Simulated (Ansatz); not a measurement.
# TaNi$_{3}$: which magnetic state is lowest?

These are results of DFT PBEsol, scalar-relativistic, plane waves, PAW (Ansatz), not measurements.

```
Ta Ni
1.0
    -1.81350    1.81350    3.72750
     1.81350   -1.81350    3.72750
     1.81350    1.81350   -3.72750
Ta Ni
1 3
Cartesian
  0.0000 0.0000 0.0000
  0.0000 1.8135 1.8638
  1.8135 0.0000 1.8638
  0.0000 0.0000 3.7275
```

| Item | Value |
| --- | --- |
| plane-wave cutoff | 420 eV |
| Γ-centred k-mesh | 16×16×16 |
| occupation rule | Gaussian smearing, 0.1 eV |
| list of starting moments (μB, in atom order) | 0 3.5 3.5 3.5 |
| check for lower electronic states after the SCF | off |

All runs keep this geometry, which isn't relaxed for the lowest state (largest force there 0.000 eV/Å, pressure -6.8 GPa) and needn't be a stable compound; relaxing each order can shift differences of a few meV. Signs run over the atoms with starting moments. Site moments are spin moments in atom-centred spheres that scale with the neighbour distance. The states are those that the runs reached from these starts; a lower one can exist.

Task: Starts tried: no spin; large parallel starting moments; ferrimagnetic in the cell, signs ++-. Which state comes out lowest, and what are the moments?

Result: All starts lose their moments; the cell is non-magnetic at this level.

```json
{"start": "no spin", "ends": "non-magnetic", "energy above lowest (meV/atom)": "0.00", "site moments (μB)": "none over 0.05", "gap on mesh (eV)": "metal", "P (GPa)": "-6.8"}
{"start": "large parallel starting moments", "ends": "non-magnetic", "energy above lowest (meV/atom)": "0.00", "site moments (μB)": "none over 0.05", "gap on mesh (eV)": "metal", "P (GPa)": "-6.8"}
{"start": "ferrimagnetic in the cell, signs ++-", "ends": "non-magnetic", "energy above lowest (meV/atom)": "0.00", "site moments (μB)": "none over 0.05", "gap on mesh (eV)": "metal", "P (GPa)": "-6.8"}
```

Cost: 3 runs of about 5.6 core-minutes in all, on Arm Neoverse V2 (shared hosts).